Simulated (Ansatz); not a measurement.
**Cs3SeF: sound and stiffness along [100], [110] and [111]**

All numbers below come from DFT LDA, scalar-relativistic, plane waves, PAW (Ansatz). Settings: 420 eV plane-wave cutoff, Γ-centred 6×6×6 mesh, fixed occupations. No spin polarisation.

The cell is fixed (symmetry leaves no force on the atoms) and stands under -0.1 GPa:
```cif
data_structure
_symmetry_space_group_name_H-M 'Pm-3m'
_symmetry_Int_Tables_number 221
_cell_length_a 5.5179
_cell_length_b 5.5179
_cell_length_c 5.5179
_cell_angle_alpha 90.000
_cell_angle_beta 90.000
_cell_angle_gamma 90.000
_cell_volume 168.00
loop_
_atom_site_label
_atom_site_type_symbol
_atom_site_symmetry_multiplicity
_atom_site_Wyckoff_symbol
_atom_site_fract_x
_atom_site_fract_y
_atom_site_fract_z
_atom_site_occupancy
Se1 Se 1 a 0.00000 0.00000 0.00000 1
F1 F 1 b 0.50000 0.50000 0.50000 1
Cs1 Cs 3 c 0.50000 0.50000 0.00000 1
```

The cell is the ideal cubic antiperovskite prototype; whether it is the stable structure of this composition wasn't checked.

With ions relaxed, on the cubic axes: C11 = 51.2, C12 = 11.2, C44 = 7.5 GPa. The density is 4.909 g/cm³. Zone-centre modes weren't checked beside this run.

Problem. Is the crystal stable against strain, and how anisotropic is it?

Solution. Born's conditions hold: C11 + 2C12 = 73.7, C11 − C12 = 40.0 and C44 = 7.5 GPa are all positive. B = (C11 + 2C12)/3 = 24.6 GPa. The two shear moduli are C44 and C′ = (C11 − C12)/2 = 20.0 GPa, so Zener's ratio is A = C44/C′ = 0.38: the shear C44 is the soft one, as in NaCl, KCl, the halide perovskites and the bcc metals V, Nb, Cr and Mo. The Cauchy pressure C12 − C44 is 3.7 GPa; it would vanish for pair forces between atoms on inversion centres at zero pressure, and a positive value is usual with metallic or many-body binding, and where atoms off inversion centres relax under shear, which lowers C44.

Problem. Give the sound speeds along the three symmetry directions.

Solution. The Christoffel equation gives ρv² for each branch:
```
direction branch                    ρv²   GPa v (m/s)
    [100]              L                    C11  51.2     3231
    [100]         T (×2) C44   7.5     1240
    [110]              L   (C11 + C12 + 2C44)/2  38.8     2811
    [110]   T, u ∥ [001]                    C44   7.5     1240
    [110]  T, u ∥ [1-10]          (C11 − C12)/2  20.0     2018
    [111]              L  (C11 + 2C12 + 4C44)/3  34.6     2656
    [111]         T (×2) (C11 − C12 + C44)/3  15.8     1797
```

Problem. How does Young's modulus depend on direction?

Solution. Inverting gives S11 = 21.188, S12 = -3.812, S44 = 132.450 TPa⁻¹. Along a unit vector (l, m, n), 1/E = S11 − 2(S11 − S12 − S44/2)(l²m² + m²n² + n²l²), where the last bracket is 0, 1/4 and 1/3 for [100], [110] and [111]: E = 47, 24 and 21 GPa. With A < 1 the cube edge is stiffest. For a film on (001), the biaxial modulus is C11 + C12 − 2C12²/C11 = 58 GPa and the normal strain is −2C12/C11 = -0.44 times the in-plane one.